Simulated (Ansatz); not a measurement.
One crystal and one scan (generalised stacking-fault energy along a line) at two levels, r2SCAN (plane waves to 500 eV, PAW, scalar-relativistic; Ansatz, a first-principles code) and PBE (plane waves to 420 eV, PAW, scalar-relativistic; Ansatz), each from its own relaxed cell and on its own mesh. The cell shown is that of r2SCAN.

MgO (rock salt) is sheared across one {100} plane: the third cell vector gains the shift, so faults repeat every 6.3 Å. The cut lies between planes 2.10 Å apart; the cell height is held.

```
CELL_PARAMETERS angstrom
      2.97295     0.00000     0.00000
      0.00000     2.97295     0.00000
      1.48647     1.48647     6.30657
ATOMIC_POSITIONS crystal
  O  0.00000 0.00000 0.83333
  O  0.33333 0.33333 0.16667
  O  0.66667 0.66667 0.50000
  Mg 0.50000 0.50000 0.83333
  Mg 0.83333 0.83333 0.16667
  Mg 0.16667 0.16667 0.50000
```

In-plane vectors a = (2.973, 0.000) Å, b = (0.000, 2.973) Å, area 8.84 Å². The shift is s times the vector a (length 2.973 Å), so s = 1 restores the start. The shift is rigid: no atom relaxes. γ = [E(shift) − E(0)] / area.

Energies are extrapolated to zero smearing. MgO was relaxed with its symmetry unable to fall. Faults lie only 6.3 Å apart, and holding the cell height and the atoms raises γ above its relaxed value. Faults lie only 6.4 Å apart, and holding the cell height and the atoms raises γ above its relaxed value. Percentages come from the unrounded values. Both scans cover s from 0.000 to 0.917.

Results of r2SCAN:

Lattice constant a (Å): 4.204
Band gap of the relaxed cell, no spin-orbit coupling (eV): 5.68
Highest computed γ on the line (J/m²): 3.49
Steepest slope dγ/d(shift) before the first maximum (spline) (GPa): 37
Position of the highest point: s = 0.500
Local minima between the ends: no computed point is one

### Question
What does PBE give for the same quantities?

### Answer
```csv
quantity,PBE,r2SCAN − PBE
Lattice constant a (Å),4.254,-0.050 (-1.2 %)
"Band gap of the relaxed cell, no spin-orbit coupling (eV)",4.46,+1.22 (+27 %)
Highest computed γ on the line (J/m²),3.15,+0.34 (+11 %)
Steepest slope dγ/d(shift) before the first maximum (spline) (GPa),33,+4 (+12 %)
```

r2SCAN gives the higher value for: band gap of the relaxed cell, no spin-orbit coupling; highest computed γ on the line; steepest slope dγ/d(shift) before the first maximum. r2SCAN gives the lower value for: lattice constant a. Both give the same position of the highest point: s = 0.500. Neither level is exact: the differences show how much the result hangs on the functional.

(The slope of γ gives the shear force per area between the displaced halves; near zero shift its curvature is an elastic stiffness.)
